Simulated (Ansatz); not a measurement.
LiC6: pressure against volume

LiC6, P6/mmm, a = 4.306 Å, c = 3.681 Å. The structure is a Materials Project entry; whether it is the stable form wasn't checked. Ansatz: r2SCAN, PAW, 500 eV, Γ-centred 12×12×10 mesh on 7 atoms, Gaussian smearing 0.10 eV; no spin polarisation. Shape and atoms are relaxed at each volume; pressure is positive in compression.

```tsv
V (Å³/atom)	P (GPa)
7.938	4.67
8.192	2.13
8.445	0.02
8.698	-1.77
8.952	?
```

Question: Take V0 = 8.445 Å³/atom, count pressures from its P0 = 0.02 GPa, fit the third-order Birch–Murnaghan form to the other rows, and predict the missing pressure.

Answer: With the Eulerian strain f = ½[(V0/V)^(2/3) − 1] and y = (P − P0)/[3f(1 + 2f)^(5/2)], the form is the line y = B0 + 1.5 B0 (B0′ − 4) f. Rows (f, y): 0.02107, 66.4; 0.01024, 65.3; -0.00974, 64.3. Means f = 0.007190, y = 65.333; Σ(Δf)² = 0.0004886, ΣΔfΔy = 0.03220; the slope is their ratio. y = 64.86 + 65.90 f GPa, so B0 = 64.9 GPa and B0′ = 4 + 2 × (65.90)/(3 × 64.86) = 4.68. At V = 8.952, f = -0.01906, y = 63.60 and P = -3.28 GPa. The run gave -3.31 GPa, so the fit is 0.03 GPa too high, a small miss on the scale of the series. The form still works here, 33 % of the fitted range beyond its end.